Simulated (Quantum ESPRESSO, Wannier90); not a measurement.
**Tight-binding from DFT: TaSe₂ (R-3m)**

```
CELL_PARAMETERS angstrom
     -1.75440     3.03871     0.00000
     -3.50880     0.00000     0.00000
     -1.75440     1.01290     6.64566
ATOMIC_POSITIONS crystal
  Ta 0.00000 0.00000 0.00000
  Se 0.74837 0.74837 0.75489
  Se 0.25163 0.25163 0.24511
```

Materials Project entry mp-567724; symmetrised, unrelaxed at this level. COD (Crystallography Open Database) has the formula in 5 space groups, this one among them (matched by group alone). Method: PBEsol plane waves in Quantum ESPRESSO 7.5 (PseudoDojo norm-conserving files, 69 Ry, no spin polarisation, no spin-orbit coupling), Bloch states on a 8×8×8 mesh through Γ, Wannier90 4.0.1. Density: 10×10×10 mesh, cold smearing 0.01 Ry. The cell is built of weakly bound layers, chains or molecules, whose nearest atoms lie 3.95 Å apart. Database cells relaxed without dispersion often hold them too far apart, which can enlarge gaps and weakens couplings between them; spacing and stacking were not compared with the measured crystal. Spin-orbit coupling is left out although heavy elements are present.

The plane-wave run has 37 bands and 45 electrons a cell. On the energy scale of pw.x, whose zero is arbitrary, the Fermi level lies at 10.78 eV.

Isolated groups of bands, relative to the Fermi level (bands from 17 on overlap up to the last one computed):

```csv
bands,from (eV),to (eV),filling,weight on atomic waves
1,-68.81,-68.80,filled,Ta 5s 98 %
2–11,-47.84,-47.81,filled,Se 3d 100 %
12–14,-35.40,-35.16,filled,Ta 5p 99 %
15–16,-14.61,-12.68,filled,"Se 4s 82 %, Ta 5d 9 %, Ta 6s 7 %"
```

Input w.win, without the blocks of cell, atoms and k-points (512 lines):

```
num_bands = 21
num_wann = 11
exclude_bands = 1-16
num_iter = 1000
conv_tol = 1.0e-6
conv_window = 4
dis_num_iter = 1000
dis_conv_tol = 1.0e-6
dis_froz_max = 15.83
write_hr = true
write_u_matrices = true
begin projections
f=0.00631,0.00692,-0.00629: d
f=-0.25076,-0.24095,-0.24186: p
f=0.24949,0.25129,0.23832: p
end projections
mp_grid = 8 8 8
```

wannier90.x stops with:
```
dis_windows: More states in the frozen window than target WFs
```
At some k-point more bands lie below dis_froz_max than there are Wannier functions, and every frozen state has to fit into the subspace. Mended as below, all else unchanged, the run goes through (Ω_I = 20.0 Å²) and follows the plane-wave bands to 2.7 meV rms (states up to 1.0 eV relative to the Fermi level).
```
dis_froz_max = 12.28
```
